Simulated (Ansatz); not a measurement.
LiNbO$_{3}$ (LiNbO3 type, space group R3c)

```
LiNbO3
1.0
    2.59491     1.49817     4.67185
   -2.59491     1.49817     4.67185
    0.00000    -2.99635     4.67185
Li Nb O
2 2 6
Cartesian
  0.00000   0.00000   9.84776
  0.00000   0.00000   2.83998
  0.00000   0.00000  13.78925
  0.00000   0.00000   6.78148
 -0.64213   1.45859   8.23753
  1.58424  -0.17319   8.23753
 -0.94211  -1.28540   8.23753
  1.01067   1.32498   5.90160
  0.64213  -1.53775   5.90160
 -1.65280   0.21278   5.90160
```

The atoms are displaced by Q × the pattern below (from a DFPT mode at Γ, largest move 1; Q in Å), at fixed cell. It is one choice among 2 degenerate patterns.

```
atom       x       y       z
----  ------  ------  ------
Li1    0.120   0.525   0.000
Li2    0.120  -0.525   0.000
Nb3    0.197  -0.305   0.000
Nb4    0.197   0.305   0.000
O5    -0.283  -0.564   0.701
O6    -0.478  -0.503  -0.136
O7    -0.433  -0.702  -0.565
O8    -0.478   0.503   0.136
O9    -0.283   0.564  -0.701
O10   -0.433   0.702   0.565
```

Method: PBE (plane waves to 420 eV, PAW, scalar-relativistic; Ansatz, a quantum-chemistry and plane-wave program). k mesh 8×8×8 (Γ-centred), Fermi-Dirac smearing 0.05 eV. E stands for the smeared free energy. LiNbO3 is run without spin polarisation. LiNbO3 was relaxed with its symmetry unable to fall. The zero of ΔE is the undisplaced structure.

Task: Give the computed ΔE (meV/cell) at Q (Å) = -0.233, -0.047, 0.093, 0.233, 0.280.

Result: 
```tsv
Q (Å)	ΔE (meV/cell)
-0.233	265
-0.047	9
0.093	36
0.233	265
0.280	412
```

(For displaced atoms, the force is minus the slope of the energy, and its curvature is a force constant, which sets phonon frequencies.)
